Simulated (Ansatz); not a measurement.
# Cr₂O₃, one structure, two calculations

Cell: an entry of the Crystallography Open Database (COD), ions relaxed with PBE at fixed cell.

```
Cr O
1.0
     2.47850    1.43096    4.53077
    -2.47850    1.43096    4.53077
     0.00000   -2.86193    4.53077
Cr O
4 6
Direct
  0.34981 0.34981 0.34981
  0.15019 0.15019 0.15019
  0.65019 0.65019 0.65019
  0.84981 0.84981 0.84981
  0.55274 0.94726 0.25000
  0.25000 0.55274 0.94726
  0.94726 0.25000 0.55274
  0.44726 0.05274 0.75000
  0.75000 0.44726 0.05274
  0.05274 0.75000 0.44726
```

Sites (sets of like atoms) are named by element and the number of their first atom in this list.

First run. Method: Kohn–Sham DFT in Ansatz, PBE, plane waves and PAW, scalar-relativistic, collinear spin, 420 eV cutoff, Γ-centred 6×6×6 k-points, Fermi–Dirac smearing 0.02 eV. Start moments as typed (μB): -3 3 3 -3 0 0 0 0 0 0 by atom.

| site | atom | V_zz (10²¹ V/m²) | η | m (μB) |
| --- | --- | --- | --- | --- |
| Cr | 1 | -0.047 | 0.00 | -2.24 |
| O | 5 | -3.54 | 0.37 | 0.00 |

Second run. The same atoms and settings, except that a Hubbard term is added (U = 4.5 eV on Cr d).

**Question.** Given the first result, estimate the second.

**Answer.** 

```
site  atom   V_zz     η  change of V_zz  m (μB)
  Cr     1  0.097  0.00           +0.14   -2.43
   O     5  -3.81  0.44           -0.27    0.00
```

The largest change of V_zz is on O, from -3.54 to -3.81. In per cent, |V_zz| changes by +8 on O (all sites that start above 0.5). V_zz changes sign on Cr (same axis). The absolute magnetisation of the cell goes from 11.5 to 12.5 μB.

The magnetic order is the one that the run reached from its start moments, not necessarily the measured one.
For the first run: The largest force is 0.5 eV/Å, so the atoms aren't at the calculated equilibrium and relaxing them would move these values.
For the second run: At this cell the PBE+U pressure is 12 GPa, so with PBE+U the cell would grow if it were relaxed. The entry's cell may itself be off. The largest force is 0.4 eV/Å, so the atoms aren't at the calculated equilibrium and relaxing them would move these values.
